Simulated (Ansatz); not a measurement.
In$_{2}$Se$_{3}$ in space group P3m1 (No. 156; Pearson symbol hP5) under volume change, the program Ansatz at the r²SCAN+D4 level (PAW), shape and atoms relaxed at each volume.

| V (Å³/atom) | E − E(relaxed) (meV/atom) | P (GPa) |
|---|---|---|
| 23.639 | 26.4 | 4.24 |
| 24.418 | 10.4 | 2.40 |
| 25.197 | 2.3 | 1.00 |
| 25.977 | 0.0 | 0.00 |
| 26.756 | ? | ? |
| 27.535 | 5.7 | -0.97 |
| 28.315 | ? | ? |

**Question.** What belongs in the gaps?

**Answer.** 
- 28.315, E − E(relaxed) (meV/atom): 10.7
- 28.315, P (GPa): -1.05
- 26.756, E − E(relaxed) (meV/atom): 1.7
- 26.756, P (GPa): -0.65

**Question.** What does a third-order Birch–Murnaghan fit give for V₀, B₀ and B′?

**Answer.** V₀ = 26.00 Å³/atom, B₀ = 25.3 GPa, B′ = 13.6.

The start of the workflow was typed in or built on a structure type; neither database checked (COD, Materials Project) lists it. COD files the formula under space group No. 160, 166, 169, 170. Its standing as an ambient phase is unchecked. The r²SCAN+D4 relaxation kept the symmetry of its start; whether a distortion lowers the energy is not shown. Spin–orbit coupling is left out wherever it is not named.

Potentials: the earlier of the program's two PAW sets.
